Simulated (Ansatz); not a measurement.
Ta₂SiN:
Space group P6₃/mmc (No. 194); a = 3.224 Å, b = 3.224 Å, c = 12.010 Å, α = 90.00°, β = 90.00°, γ = 120.00°

| atom | site | symmetry | x | y | z |
|---|---|---|---|---|---|
| Si | 2d | -6m2 | 0.6667 | 0.3333 | 0.2500 |
| Ta | 4f | 3m. | 0.3333 | 0.6667 | 0.0958 |
| N | 2a | -3m. | 0.0000 | 0.0000 | 0.0000 |

Relaxed with r²SCAN.

Tabulate the valence density and the electron localisation function along the shortest Ta–Ta contact (2.96 Å), the program Ansatz at the r²SCAN level (PAW).



```tsv
distance from Ta (Å)	density (e/Å³)	ELF
0.30	4.58	0.38
0.44	4.74	0.69
0.59	3.68	0.78
0.74	2.17	0.72
0.89	1.05	0.49
1.04	0.54	0.25
1.18	0.35	0.18
1.33	0.28	0.22
1.48	0.27	0.24
1.63	0.28	0.22
1.78	0.35	0.18
1.92	0.54	0.25
2.07	1.05	0.49
2.22	2.17	0.72
2.37	3.68	0.78
2.52	4.74	0.69
2.66	4.58	0.38
```

The density is the valence pseudo-density with augmentation charge, so density and ELF within about 1 Å of a nucleus are not all-electron values.

Space group P6_3/mmc. The start of the workflow was typed in or built on a structure type; neither database checked (COD, Materials Project) lists it. Its standing as an ambient phase is unchecked. Symmetry was held in the r²SCAN relaxation; its stability against distortions is not shown here. The run is not spin-polarised. Scalar-relativistic: spin–orbit coupling is off unless named, which matters more the heavier the elements.

Potentials: the earlier of the program's two PAW sets.
